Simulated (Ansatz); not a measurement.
CuI:
```yaml
crystal:
  lattice:
    - [0.00000, 3.03883, 3.03883]
    - [3.03883, 0.00000, 3.03883]
    - [3.03883, 3.03883, 0.00000]
  atoms:
    - { symbol: Cu, position: [0.75000, 0.75000, 0.75000] }
    - { symbol: I, position: [0.00000, 0.00000, 0.00000] }
```

The program Ansatz at the PBE level (PAW) gives a gap of 1.10 eV without spin–orbit coupling, maximum at Γ, minimum at Γ.

**Question.** What happens when spin–orbit coupling is switched on?

**Answer.** The gap falls by 0.16 eV, to 0.94 eV; maximum on the Γ–X line, 1 % of the way from Γ, minimum at Γ.

**Question.** How large is the spin–orbit splitting of the valence top at Γ?

**Answer.** The fourfold level lies 0.42 eV above the split-off pair.

Space group F-43m (zinc blende). Symmetry was held in the PBE relaxation. The run is not spin-polarised.

Potentials: the earlier of the program's two PAW sets.
